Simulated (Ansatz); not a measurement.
input.yaml (Ansatz)

```yaml
crystal:
  lattice:
    - [5.1673884352, 0.0, 0.0]
    - [-2.5836942176, 4.4750896561, 0.0]
    - [0.0, 0.0, 2.9445687242]
  atoms:
    - { symbol: Hg, position: [0.0, 0.0, 0.0] }
    - { symbol: Hg, position: [0.3333333333, 0.6666666667, 0.5] }
    - { symbol: Hg, position: [0.6666666667, 0.3333333333, 0.5] }
hamiltonian:
  xc: lda
  pseudopotentials:
    kind: paw
    azcp:
      Hg: "pseudopotentials/Hg.paw.azcp"
basis:
  ecutwfc: 420
  fft_grid_basis: typed
kpoints:
  mp_grid: { grid: [9, 9, 14], shift: [0, 0, 0] }
magnetization:
  spin_polarized: false
scf:
  occupations: { method: fermi_dirac, width: 0.1 }
```

and its output:

```
Warning: the record states the generating functional pbe (its physics header spells it `PBE`), which answers neither for hamiltonian.xc's functional nor for the lda family's — results may be inconsistent (PPs are generated against a specific XC)
Engine: ansatz 0.2.0, aarch64-unknown-linux-gnu
Pseudopotentials: kind: paw
Pseudopotential: Hg, paw, valence charge 20, recommended cutoff 420 eV (normal) 
Functional definition: SPW92
  exchange = slater_x
  correlation = pw_c
Crystal: 3 atoms, lattice volume = 68.092 Å³
Basis set: ecut = 420 eV, 1287 PW (Γ)
Bands: 35, of which v1, the nominal top of the filled ones, is band 30 counted from 1 (29 counted from 0)
Symmetry: 24 space group operations
Space group: P6/mmm (ITA 191), of the structure as read, at distance tolerance 4.1e-5 Å
k-points: 96 of 1134
Non-local potential: Hg, projectors of the file, l = 0: 3, l = 1: 2, l = 2: 2, l = 3: 1
PAW form: soft (Blöchl's): semilocal exchange-correlation on the pseudo side does not see the compensation charge
PAW frozen core: Hg, regenerated for the run's functional, and the local potential with it (the file was generated under x = pbe(κ = 0.804, μ = 0.2195149727645171), c = pbe(β = 0.06672455060314922))
PAW one-centre angular grid: Hg, 590 points (default); XC on 64 Gauss nodes
Initial density: superposition of atomic densities (neutral atoms: chi_scale 0, normalization atom), corrected by the library's trained network
Initial wavefunctions: pseudopotential atomic-orbital guess
Functional: x = slater, c = lda
SCF iter   1: F=—  HF=-40567.227557 eV  |F-HF|=—  |Δ(HF+E_count)|=         —  Δρ=5.66e-3  dr2=1.22e-2  ethr=1.77e-3  ⟨swp⟩=5.8  Hψ=11593  notcnv=0
SCF iter   2: F=—  HF=-40567.225640 eV  |F-HF|=—  |Δ(HF+E_count)|=   1.92e-3  Δρ=2.81e-3  dr2=2.34e-3  ethr=2.03e-5  ⟨swp⟩=2.0  Hψ=5441  notcnv=0
SCF iter   3: F=—  HF=-40567.224967 eV  |F-HF|=—  |Δ(HF+E_count)|=   6.72e-4  Δρ=6.25e-4  dr2=1.49e-4  ethr=3.90e-6  ⟨swp⟩=2.2  Hψ=4789  notcnv=0
SCF iter   4: F=—  HF=-40567.224939 eV  |F-HF|=—  |Δ(HF+E_count)|=   2.83e-5  Δρ=9.93e-5  dr2=1.29e-5  ethr=2.48e-7  ⟨swp⟩=2.1  Hψ=4013  notcnv=0
SCF iter   5: F=—  HF=-40567.224940 eV  |F-HF|=—  |Δ(HF+E_count)|=   5.96e-7  Δρ=2.73e-5  dr2=9.58e-7  ethr=2.14e-8  ⟨swp⟩=2.1  Hψ=5071  notcnv=0
SCF iter   6: F=-40567.224939 eV  HF=-40567.224939 eV  |F-HF|=3.88e-8  |Δ(HF+E_count)|=   3.02e-7  Δρ=8.20e-6  dr2=6.92e-8  ethr=1.67e-10  ⟨swp⟩=3.0  Hψ=8265  notcnv=0
SCF 1 converged in 6 iterations: F = -40567.224939 eV  dr2 = 6.92e-8
SCF converged after 6 iterations
Free energy (F): -40567.224939 eV
Harris-Foulkes:  -40567.224939 eV  (|F-HF|=3.88e-8)
Internal energy: -40567.199517 eV  (E = F + TS)
E sigma→0 (E₀):  -40567.212228 eV
Entropy (-TS):   -0.025422 eV (-8.474 meV/atom)
Fermi energy:    15.199467 eV
--- Per-component energies (eV) ---
  E_band       = -1140.960417
  E_kinetic    = 1816.126567
  E_local      = -7342.773199  (includes V_loc(G=0)·N_el)
  E_nonlocal   = 240.493090
  E_hartree    = 3139.722308
  E_xc         = -658.536774
  E_vxc        = -788.129474  (∫ρ·V_xc dr)
  E_paw        = -28966.560190  (= ΣΔE_a)
  E_vpaw       = -1346.119906  (= ΣTr[D̂ρ^β])
  E_aug_tail   = 0.002521  (compensation charges beyond the density's cutoff)
  E_ewald      = -8797.402118
  E_core_change = 1.728278  (= ΣΔE_core)
  E_smearing   = -0.025422  (= −TS)
  E_closure    = 0.000000  (closes the sum)
  Σ components = -40567.224939   (vs F -40567.224939, Δ=0.00e0)
```
